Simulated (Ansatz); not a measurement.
# Computed properties of BaTaO3

BaTaO3:
Space group Pm-3m (No. 221); a = b = c = 4.092 Å, α = β = γ = 90.00°

| atom | site | symmetry | x | y | z |
|---|---|---|---|---|---|
| Ba | 1a | m-3m | 0.0000 | 0.0000 | 0.0000 |
| Ta | 1b | m-3m | 0.5000 | 0.5000 | 0.5000 |
| O | 3c | 4/mm.m | 0.0000 | 0.5000 | 0.5000 |

Space group Pm-3m (No. 221), cubic perovskite; conventional cell a = b = c = 4.0916 Å, α = β = γ = 90.00°.

Method: plane-wave PAW r²SCAN (Ansatz code). Structure relaxed to zero pressure with the same functional. Other levels are named where they apply.

Cell and energy:

- Volume per atom: 13.70 Å³
- Density: 8.88 g/cm³
- Formation energy from the elements (no fitted shifts): -3.12 eV/atom

Electronic structure:

- Electronic character = metallic (no gap)
- Density of states at the Fermi level = 0.23 states/eV per atom (mean over ±0.08 eV)
- Gap with spin–orbit coupling = none (metallic)

Mechanics:

* **Bulk modulus (Birch–Murnaghan fit)**: 195 GPa
* **Pressure derivative B′**: 4.5
* **Elastic constants (relaxed ions, GPa)**: C11 = 373, C12 = 106, C44 = 82.5
* **Mechanical stability**: stable (all eigenvalues of C positive)
* **Hill bulk and shear moduli**: 195 and 100.0 GPa
* **Young's modulus**: 256 GPa
* **Poisson's ratio**: 0.28
* **Debye temperature from the elastic constants**: 465 K

Phonons:

- Highest zone-centre frequency: 551 cm⁻¹
- Zone-centre stability: no imaginary mode at Γ

Charges:

* **Bader charges**: Ba +1.55, Ta +2.59, O -1.38 e

The workflow started from a Materials Project entry (that database holds measured and hypothetical structures alike); the Crystallography Open Database copy checked does not list it. Its standing as an ambient phase is unchecked. The r²SCAN relaxation kept the symmetry of its start. The run is not spin-polarised. With an odd number of electrons in the cell and no spin polarisation, the count alone makes it a metal. As this level gives no gap, shear constants depend on the k-mesh and smearing (Fermi–Dirac, 0.1 eV here). As this level gives no gap, phonon frequencies hold no LO–TO term and depend on the k-mesh and smearing (Fermi–Dirac, 0.1 eV here). The references are the lowest solids computed at this level, not always the standard phases (solids in place of the gases). Spin–orbit coupling is left out wherever it is not named.

Potentials: the later of the program's two PAW sets.
